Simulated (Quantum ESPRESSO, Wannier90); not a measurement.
## Wannierisation of YSi2 (C2/c)

Structure: Materials Project mp-12769, symmetrised, not relaxed again. Not found in the COD (Crystallography Open Database) copy used, which has the formula in other groups; not checked further. The atoms lie within 0.1 Å of the higher space group I4_1/amd. Method: LDA plane waves in Quantum ESPRESSO 7.5 (PseudoDojo norm-conserving files, 58 Ry, no spin polarisation, no spin-orbit coupling), Bloch states on a 6×6×4 mesh through Γ, Wannier90 4.0.1. Density: 8×8×4 mesh, cold smearing 0.01 Ry.

On the energy scale of pw.x, whose zero is arbitrary, the Fermi level lies at 10.83 eV.

Input w.win:

```
num_bands = 6
num_wann = 6
exclude_bands = 1-2,9-58
num_iter = 1000
conv_tol = 1.0e-6
conv_window = 4
write_hr = true
write_u_matrices = true
auto_projections = true
begin unit_cell_cart
ang
    2.8069550000   -2.8057500000    0.0000000000
    2.8069550000    2.8057500000    0.0000000000
   -2.7033010000    0.0000000000    7.3141690000
end unit_cell_cart
begin atoms_frac
Y   -0.3744600000  0.3744600000 -0.2500000000
Y    0.3744600000 -0.3744600000  0.2500000000
Si   0.0429900000 -0.2085900000 -0.4148700000
Si  -0.0429900000  0.2085900000  0.4148700000
Si   0.2085900000 -0.0429900000 -0.0851300000
Si  -0.2085900000  0.0429900000  0.0851300000
end atoms_frac
mp_grid = 6 6 4
begin kpoints
0.0000000000 0.0000000000 0.0000000000
0.0000000000 0.0000000000 0.2500000000
0.0000000000 0.0000000000 0.5000000000
... (141 more lines: the 6x6x4 mesh through Gamma)
end kpoints
```

Input of pw2wannier90.x that gives the overlap and projection files (equivalent; here they were cut from one run over all bands):

```
&inputpp
  outdir = './out'
  prefix = 'pwscf'
  seedname = 'w'
  write_amn = .true.
  write_mmn = .true.
  atom_proj = .true.
  atom_proj_exclude = 1 5 6 7 8 9 10 11 15 16 17 18 19 20 21 22 23 24 25 26 27 28 29 30 31 32 33 34 35 36
/
```

Output w.wout (banner and timings cut):

```
                                    ------
                                    SYSTEM
                                    ------

                              Lattice Vectors (Ang)
                    a_1     2.806955  -2.805750   0.000000
                    a_2     2.806955   2.805750   0.000000
                    a_3    -2.703301   0.000000   7.314169

                   Unit Cell Volume:     115.20714  (Ang^3)

                        Reciprocal-Space Vectors (Ang^-1)
                    b_1     1.119217  -1.119698   0.413660
                    b_2     1.119217   1.119698   0.413660
                    b_3    -0.000000   0.000000   0.859043

 *----------------------------------------------------------------------------*
 |   Site       Fractional Coordinate          Cartesian Coordinate (Ang)     |
 +----------------------------------------------------------------------------+
 | y    1  -0.37446   0.37446  -0.25000   |    0.67583   2.10128  -1.82854    |
 | y    2   0.37446  -0.37446   0.25000   |   -0.67583  -2.10128   1.82854    |
 | si   1   0.04299  -0.20859  -0.41487   |    0.65669  -0.70587  -3.03443    |
 | si   2  -0.04299   0.20859   0.41487   |   -0.65669   0.70587   3.03443    |
 | si   3   0.20859  -0.04299  -0.08513   |    0.69496  -0.70587  -0.62266    |
 | si   4  -0.20859   0.04299   0.08513   |   -0.69496   0.70587   0.62266    |
 *----------------------------------------------------------------------------*
                                ------------
                                K-POINT GRID
                                ------------

             Grid size =  6 x  6 x  4      Total points =  144

 *---------------------------------- MAIN ------------------------------------*
 |  Number of Wannier Functions               :                 6             |
 |  Number of Objective Wannier Functions     :                 6             |
 |  Number of input Bloch states              :                 6             |
 |  Output verbosity (1=low, 5=high)          :                 1             |
 |  Timing Level (1=low, 5=high)              :                 1             |
 |  Optimisation (0=memory, 3=speed)          :                 3             |
 |  Length Unit                               :               Ang             |
 |  Post-processing setup (write *.nnkp)      :                 F             |
 |  Using Gamma-only branch of algorithms     :                 F             |
 *----------------------------------------------------------------------------*
 *------------------------------- WANNIERISE ---------------------------------*
 |  Total number of iterations                :              1000             |
 |  Number of CG steps before reset           :                 5             |
 |  Trial step length for line search         :             2.000             |
 |  Convergence tolerence                     :         0.100E-05             |
 |  Convergence window                        :                 4             |
 |  Iterations between writing output         :                 1             |
 |  Iterations between backing up to disk     :               100             |
 |  Write r^2_nm to file                      :                 F             |
 |  Write xyz WF centres to file              :                 F             |
 |  Write on-site energies <0n|H|0n> to file  :                 F             |
 |  Use guiding centre to control phases      :                 F             |
 |  Use phases for initial projections        :                 F             |
 *----------------------------------------------------------------------------*
 *-------------------------------- PLOTTING ----------------------------------*
 |  Plotting Hamiltonian in WF basis          :                 T             |
 *----------------------------------------------------------------------------*

 *---------------------------------- K-MESH ----------------------------------*
 +----------------------------------------------------------------------------+
 |                    Distance to Nearest-Neighbour Shells                    |
 |                    ------------------------------------                    |
 |          Shell             Distance (Ang^-1)          Multiplicity         |
 |          -----             -----------------          ------------         |
 |             1                   0.214761                      2            |
 |             2                   0.272717                      4            |
 |             3                   0.301470                      4            |
 |             4                   0.373233                      2            |
 |             5                   0.380910                      2            |
 |             6                   0.387440                      4            |
 |             7                   0.397738                      2            |
 |             8                   0.429521                      2            |
       ... (lines left out)
 +----------------------------------------------------------------------------+
 | The b-vectors are chosen automatically                                     |
 | The following shells are used:                       1,  2,  3,  4         |
 +----------------------------------------------------------------------------+
 |                        Shell   # Nearest-Neighbours                        |
 |                        -----   --------------------                        |
 |                          1               2                                 |
 |                          2               4                                 |
 |                          3               4                                 |
 |                          4               2                                 |
 +----------------------------------------------------------------------------+
 | Completeness relation is fully satisfied [Eq. (B1), PRB 56, 12847 (1997)]  |
 +----------------------------------------------------------------------------+
 |                  b_k Vectors (Ang^-1) and Weights (Ang^2)                  |
 |                  ----------------------------------------                  |
 |            No.         b_k(x)      b_k(y)      b_k(z)        w_b           |
 |            ---        --------------------------------     --------        |
 |             1         0.000000    0.000000    0.214761     7.708672        |
 |             2         0.000000    0.000000   -0.214761     7.708672        |
 |             3         0.186536    0.186616    0.068943     4.878294        |
 |             4         0.186536   -0.186616    0.068943     4.878294        |
 |             5        -0.186536   -0.186616   -0.068943     4.878294        |
 |             6        -0.186536    0.186616   -0.068943     4.878294        |
 |             7         0.186536    0.186616   -0.145817     2.306489        |
 |             8         0.186536   -0.186616   -0.145817     2.306489        |
 |             9        -0.186536   -0.186616    0.145817     2.306489        |
 |            10        -0.186536    0.186616    0.145817     2.306489        |
 |            11         0.000000   -0.373233    0.000000    -0.003084        |
 |            12         0.000000    0.373233    0.000000    -0.003084        |
 +----------------------------------------------------------------------------+
 |                           b_k Directions (Ang^-1)                          |
 |                           -----------------------                          |
 |            No.           x           y           z                         |
 |            ---        --------------------------------                     |
 |             1         0.000000    0.000000    0.214761                     |
 |             2         0.186536    0.186616    0.068943                     |
 |             3         0.186536   -0.186616    0.068943                     |
 |             4         0.186536    0.186616   -0.145817                     |
 |             5         0.186536   -0.186616   -0.145817                     |
 |             6         0.000000   -0.373233    0.000000                     |
 +----------------------------------------------------------------------------+

 Starting a new Wannier90 calculation ...

 Reading overlaps from w.mmn

 Reading projections from w.amn

 *------------------------------- WANNIERISE ---------------------------------*
 +--------------------------------------------------------------------+<-- CONV
 | Iter  Delta Spread     RMS Gradient      Spread (Ang^2)            |<-- CONV
 +--------------------------------------------------------------------+<-- CONV

 ------------------------------------------------------------------------------
 Initial State
  WF centre and spread    1  (  0.675825,  2.101005, -1.828542 )     0.71766389
  WF centre and spread    2  (  0.675825,  2.101198, -1.828542 )     0.72373344
  WF centre and spread    3  (  0.675825,  2.101231, -1.828542 )     0.72378342
  WF centre and spread    4  ( -0.675825, -2.101005,  1.828542 )     0.71766389
  WF centre and spread    5  ( -0.675825, -2.101198,  1.828542 )     0.72373344
  WF centre and spread    6  ( -0.675825, -2.101231,  1.828542 )     0.72378342
  Sum of centres and spreads (  0.000000,  0.000000,  0.000000 )     4.33036151

      0     0.433E+01     0.0000000000        4.3303615016  <-- CONV
        O_D=      0.0000013 O_OD=      0.0047369 O_TOT=      4.3303615 <-- SPRD
 ------------------------------------------------------------------------------
      1    -0.191E-07     0.0001058809        4.3303614825  <-- CONV
        O_D=      0.0000013 O_OD=      0.0047369 O_TOT=      4.3303615 <-- SPRD
      2    -0.484E-08     0.0000548003        4.3303614777  <-- CONV
        O_D=      0.0000013 O_OD=      0.0047368 O_TOT=      4.3303615 <-- SPRD
      3    -0.406E-08     0.0000505917        4.3303614736  <-- CONV
        O_D=      0.0000013 O_OD=      0.0047368 O_TOT=      4.3303615 <-- SPRD
      4    -0.729E-08     0.0000568333        4.3303614664  <-- CONV
        O_D=      0.0000013 O_OD=      0.0047368 O_TOT=      4.3303615 <-- SPRD
             <<<     Delta < 1.000E-06  over  4 iterations     >>>
             <<< Wannierisation convergence criteria satisfied >>>
 Final State
  WF centre and spread    1  (  0.675825,  2.101005, -1.828542 )     0.71766409
  WF centre and spread    2  (  0.675825,  2.101198, -1.828542 )     0.72373333
  WF centre and spread    3  (  0.675825,  2.101231, -1.828542 )     0.72378332
  WF centre and spread    4  ( -0.675825, -2.101005,  1.828542 )     0.71766409
  WF centre and spread    5  ( -0.675825, -2.101198,  1.828542 )     0.72373333
  WF centre and spread    6  ( -0.675825, -2.101231,  1.828542 )     0.72378332
  Sum of centres and spreads (  0.000000,  0.000000,  0.000000 )     4.33036148

         Spreads (Ang^2)       Omega I      =     4.325623312
        ================       Omega D      =     0.000001317
                               Omega OD     =     0.004736837
    Final Spread (Ang^2)       Omega Total  =     4.330361466
```
